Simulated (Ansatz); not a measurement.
Data:

NaF:
Space group Fm-3m (No. 225); a = b = c = 4.7009 Å, α = β = γ = 90.00°

| atom | site | symmetry | x | y | z |
|---|---|---|---|---|---|
| Na | 4a | m-3m | 0.0000 | 0.0000 | 0.0000 |
| F | 4b | m-3m | 0.5000 | 0.5000 | 0.5000 |
(The calculation used a cell of 2 atoms; values per cell refer to that cell.)

This is the PBE-relaxed structure.

Task: All from PBE in the plane-wave PAW code Ansatz, unless another level is named. Predict the electron effective mass.

Result: 0.56 mₑ (isotropic).

Task: What about the band gap?

Result: 6.09 eV (direct).

Task: Give the HSE06 gap on the PBE cell.

Result: 8.23 eV.

Task: Give the hole effective mass, band 2 of 3 at the edge.

Result: 6.5 along [100], 6.5 along [110], 8.7 along [111] (mₑ).

Task: And the weight of the conduction-edge state by species (Voronoi cells)?

Result: Na 54 %, F 46 %.

The cell was relaxed with PBE under the symmetry of its start; phonons on a q-mesh show no instability.

Potentials: the later of the program's two PAW sets.
